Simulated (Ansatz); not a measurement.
# Rutile alloy of SnO2 and TiO2 (7 of 24 Sn sites exchanged), 72 atoms

Ansatz, PAW, plane waves. PBEsol relaxation of cell lengths and atoms (angles held) at the single k point (¼, ¼, ¼) without its symmetry partners; single points on the relaxed atoms at the Γ point alone, onto which points of the small cell's zone fold. Arrangement: quasirandom. No spin–orbit coupling unless named.

Relaxed structure:

```xyz
72
Lattice="9.4432 0.0000 0.0000 0.0000 9.4364 0.0000 0.0000 0.0000 9.4173" Properties=species:S:1:pos:R:3 pbc="T T T"
Sn    9.4345    0.0445    0.0056
Sn    9.4272    0.0302    6.2540
Sn    0.0042    4.6876    9.3942
Sn    0.0049    4.7026    3.1501
Sn    0.0185    4.6785    6.2902
Sn    4.7155    0.0397    9.3991
Sn    4.7210    4.6854    9.4020
Sn    4.7084    4.7092    3.1568
Sn    4.7502    4.7179    6.2796
Sn    2.3750    2.3127    1.5866
Sn    2.3660    7.1113    1.5877
Sn    2.3850    7.1235    4.7092
Sn    2.3661    7.1060    7.8339
Sn    7.0784    2.3272    1.5688
Sn    7.0581    2.3114    4.7338
Sn    7.0669    7.1219    1.6148
Sn    7.0491    7.1071    7.8113
Ti    0.0654    0.0383    3.1622
Ti    4.7392    0.0046    3.2362
Ti    4.7445    0.0074    6.1856
Ti    2.3584    2.3519    4.7615
Ti    2.4325    2.3153    7.7873
Ti    7.0744    2.3415    7.8287
Ti    7.1752    7.0632    4.6774
O     1.4769    1.4428    9.3397
O     1.4300    1.4151    3.2430
O     1.4767    1.4774    6.2608
O     1.4433    6.1776    0.0065
O     1.4623    6.1498    3.1528
O     1.4422    6.1779    6.2618
O     6.1812    1.4552    9.3420
O     6.0996    1.3987    3.1519
O     6.1279    1.4068    6.3573
O     6.1493    6.1808    0.0071
O     6.1838    6.1797    3.2436
O     6.2009    6.1869    6.1735
O     3.2740    3.2106    9.3315
O     3.2326    3.2450    3.2419
O     3.2403    3.2242    6.2587
O     3.2638    8.0440    0.0016
O     3.3498    8.0416    3.1492
O     3.3077    8.0833    6.2716
O     7.9775    3.2224    9.3351
O     7.9609    3.2915    3.1574
O     7.9769    3.2283    6.3521
O     7.9664    8.0483    0.0032
O     8.0256    8.0073    3.2506
O     7.9762    8.0007    6.1780
O     0.9134    3.7521    1.5694
O     0.9428    3.7253    4.7182
O     0.9929    3.7597    7.8389
O     0.8950    8.5721    1.6628
O     0.9092    8.5619    4.6340
O     0.8800    8.5194    7.8312
O     5.6237    3.7670    1.5760
O     5.6266    3.7537    4.7221
O     5.6906    3.7594    7.8316
O     5.6168    8.5774    1.6545
O     5.6134    8.5824    4.7196
O     5.5739    8.5429    7.7522
O     3.8297    0.9002    1.6483
O     3.8152    0.9131    4.7176
O     3.7669    0.9497    7.7557
O     3.7970    5.6247    1.5682
O     3.7946    5.6379    4.7285
O     3.8251    5.6578    7.8345
O     8.5513    0.9094    1.6644
O     8.5337    0.9135    4.6322
O     8.4559    0.9464    7.8257
O     8.5171    5.6372    1.5688
O     8.5096    5.6608    4.7235
O     8.5271    5.6601    7.8345
```

**Question.** What are the mean bond lengths by pair (pairs within 1.2 times the sum of covalent radii, less contacts 15 % beyond the pair's median; cation–cation pairs of compounds aside; long ionic contacts are cut short by that bound)?

**Answer.** O–Sn 2.063 ± 0.017 Å (standard deviation, 102 bonds); O–Ti 1.978 ± 0.051 Å (standard deviation, 42 bonds).

**Question.** What gap lies between the top filled and the lowest empty level in the single points?

**Answer.** HSE06 3.81 eV (6 min on 7 threads of Neoverse-V2).
